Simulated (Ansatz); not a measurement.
Al:
```cif
data_Al
_chemical_formula_sum 'Al1'
_space_group_name_H-M_alt 'P 1'
_space_group_IT_number 1
_cell_length_a 2.76119
_cell_length_b 2.76119
_cell_length_c 2.76119
_cell_angle_alpha 109.471
_cell_angle_beta 109.471
_cell_angle_gamma 109.471
loop_
_space_group_symop_operation_xyz
  'x, y, z'
loop_
_atom_site_label
_atom_site_type_symbol
_atom_site_fract_x
_atom_site_fract_y
_atom_site_fract_z
_atom_site_occupancy
Al1 Al 0.00000 0.00000 0.00000 1
```

Relaxed with r²SCAN.

### Question
Which orbitals make up the states near the Fermi level in r²SCAN (plane waves, PAW; program Ansatz)?

### Answer
Within 0.5 eV of the Fermi level: Al 3p 63 %, Al 3s 31 %, outside the projected shells 6 %. Projections are on Löwdin-orthogonalised atomic valence shells; empty p or d shells of many metals are not among them.

### Question
Tabulate the density of states.

### Answer
States/eV per cell of 1 atom, in 0.25 eV bins, energy from the Fermi level.

```
E (eV)  total  Al 3p  Al 3s
------  -----  -----  -----
-7.85    0.22   0.15   0.06
-7.60    0.22   0.16   0.07
-7.35    0.23   0.16   0.07
-7.10    0.24   0.17   0.07
-6.85    0.25   0.17   0.07
-6.60    0.25   0.18   0.07
-6.35    0.26   0.19   0.07
-6.10    0.27   0.19   0.07
-5.85    0.27   0.20   0.07
-5.60    0.28   0.21   0.07
-5.35    0.29   0.22   0.07
-5.10    0.31   0.24   0.07
-4.85    0.34   0.27   0.07
-4.60    0.32   0.26   0.06
-4.35    0.30   0.24   0.05
-4.10    0.27   0.22   0.04
-3.85    0.27   0.21   0.06
-3.60    0.30   0.20   0.09
-3.35    0.31   0.20   0.10
-3.10    0.32   0.20   0.11
-2.85    0.32   0.20   0.11
-2.60    0.31   0.19   0.11
-2.35    0.34   0.21   0.12
-2.10    0.37   0.24   0.12
-1.85    0.38   0.26   0.12
-1.60    0.37   0.25   0.11
-1.35    0.36   0.25   0.10
-1.10    0.34   0.24   0.09
-0.85    0.34   0.23   0.10
-0.60    0.37   0.23   0.11
-0.35    0.38   0.24   0.12
-0.10    0.38   0.24   0.12
0.15     0.39   0.24   0.12
0.40     0.39   0.25   0.12
0.65     0.40   0.25   0.12
0.90     0.40   0.26   0.12
1.15     0.41   0.26   0.12
1.40     0.42   0.27   0.12
1.65     0.43   0.28   0.12
1.90     0.45   0.30   0.12
2.15     0.47   0.32   0.11
2.40     0.46   0.31   0.11
2.65     0.45   0.31   0.11
2.90     0.44   0.30   0.10
3.15     0.44   0.30   0.10
3.40     0.44   0.30   0.10
3.65     0.44   0.29   0.09
3.90     0.44   0.29   0.09
4.15     0.44   0.29   0.09
4.40     0.44   0.28   0.08
4.65     0.44   0.28   0.08
```

Space group Im-3m (bcc (W type)). The first step of the workflow began from a Materials Project structure, measured or hypothetical; the Crystallography Open Database copy checked does not list it. It is not the phase usual at ambient conditions (space group No. 225). Symmetry was held in the r²SCAN relaxation. At this level the phase is mechanically unstable.

Potentials: the later of the program's two PAW sets.
